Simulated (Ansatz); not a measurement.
## Is this KCd₂P₂ structure a true minimum?

The cell was found from a structure generator's guess, not taken from experiment.

The calculation used Ansatz, DFT PBE, scalar-relativistic, plane waves, PAW. Cutoff 420 eV; k points 12×12×6 on the computed 5-atom cell (Γ-centred); Gaussian smearing, width 0.10 eV; no spin polarisation.

The cell below (5 atoms, space group P-3m1 (No. 164)) is relaxed within its symmetry.

```
CELL_PARAMETERS angstrom
4.35886 0.00000 0.00000
-2.17943 3.77489 0.00000
0.00000 0.00000 8.00690
ATOMIC_POSITIONS crystal
K 0.00000 0.00000 0.00000
Cd 0.33333 0.66667 0.62844
Cd 0.66667 0.33333 0.37156
P 0.33333 0.66667 0.28270
P 0.66667 0.33333 0.71730
```

For the test a repeat of it with 10 atoms (edges 4.36, 7.55, 8.01 Å) was strained at random (σ = 1.5 % a component), the atoms were moved at random (σ = 0.15 Å), and all was relaxed again on a coarse 6×4×4 mesh (in the run’s order of axes) with 0.20 eV smearing, with no symmetry imposed.

An odd number of electrons in the primitive cell allows no gap without spin; a larger cell or a magnetic state could open one. The cell is a metal run without spin; a magnetic state may lie lower.

Q: Is the structure stable against such a distortion?

A: It returns, within 1 meV/atom of the unmoved cell on that mesh and with the same symmetry when read at 0.1 Å (P-1 at 0.01 Å, so small strains and shifts remain). So it is stable against the distortions that fit this cell and that this random move excites. Modes that don't fit the cell aren't tested.
